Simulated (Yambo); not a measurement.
CaCrO4 (space group I4_1/amd, No. 141), G0W0@PBEsol in Yambo with this input:

```
rim_cut
gw0
dyson
el_el_corr
HF_and_locXC
ppa
em1d
RandQpts= 1000000
RandGvec= 1 Ry
EXXRLvcs= 94 Ry
VXCRLvcs= 376 Ry
Chimod= "HARTREE"
% BndsRnXp
 9 | 255 |
%
NGsBlkXp= 7 Ry
% LongDrXp
 1.0 | 1.0 | 1.0 |
%
PPAPntXp= 27.2114 eV
% GbndRnge
 1 | 255 |
%
GTermKind= "BG"
DysSolver= "n"
ExtendOut
```

On a 2×2×2 mesh, with wavefunctions cut at 94 Ry, the gap (Γ → Γ) is 4.768 eV and the valence edge shifts by -0.688 eV.

### Question
What happens with this change: 3 Ry block?

### Answer
The gap rises by 0.350 eV, to 5.118 eV; the shift of the valence edge becomes -0.706 eV. Neither run is shown to be the converged limit.

Geometry of the Materials Project entry, not relaxed at this level; primitive cell a = b = c = 6.0059 Å, α = β = 105.82°, γ = 117.05°.

The runs are not spin-polarised; magnetic order was not tried.

A shift is the quasiparticle energy of the state minus its PBEsol energy.
